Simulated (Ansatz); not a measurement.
# Response of Sb to small distortions

```
Sb
1.0
     3.36900    0.00000    0.00000
    -1.68450    2.91764    0.00000
     0.00000    0.00000    5.33000
Sb
2
Direct
  0.33333 0.66667 0.25000
  0.66667 0.33333 0.75000
```

Atoms are numbered in the order listed.

The cell is COD entry 1539203, as deposited and not checked against the literature; nothing was relaxed.

No spin–orbit coupling, which matters for the heavy atoms here.

Method: DFT, LDA, all-electron LAPW, scalar-relativistic (Ansatz 0.2.0).

The runs use a Γ-centred 12×12×7 k mesh, Fermi–Dirac smearing of 0.03 eV, basis error target 0.5 meV/atom, no spin polarisation.

The unchanged cell is at -1.34 GPa.

In a metal, stresses and small energies carry noise from the k mesh.

x, y and z are the Cartesian axes of the cell as listed; fractional coordinates follow a strain, and an engineering shear is twice the off-diagonal strain component.

With equal xy, yz and zx engineering shear strains of -2 %: energy change under 1 meV/atom; stress change (xx, yy, zz, yz, xz, xy) -0.13, 0.01, 0.13, 0.10, 0.05, -0.34 GPa, compression positive; change of the force on Sb1 (0.026, -0.001, -0.001) eV/Å.

With this change (equal xy, yz and zx engineering shear strains of -1 %), what becomes of the energy and stress and forces?

Energy change under 1 meV/atom; stress change (xx, yy, zz, yz, xz, xy) -0.01, -0.05, 0.05, 0.04, 0.02, -0.14 GPa, compression positive; change of the force on Sb1 (0.016, -0.001, 0.000) eV/Å.

With this change (equal xy, yz and zx engineering shear strains of +1 %), what becomes of the energy and stress and forces?

Energy change under 1 meV/atom; stress change (xx, yy, zz, yz, xz, xy) 0.03, -0.03, 0.03, -0.11, -0.12, 0.06 GPa, compression positive; change of the force on Sb1 (-0.017, -0.002, -0.001) eV/Å.

With this change (equal xy, yz and zx engineering shear strains of +2 %), what becomes of the energy and stress and forces?

Energy change under 1 meV/atom; stress change (xx, yy, zz, yz, xz, xy) -0.08, -0.02, 0.12, -0.12, -0.15, 0.30 GPa, compression positive; change of the force on Sb1 (-0.025, -0.006, -0.009) eV/Å.
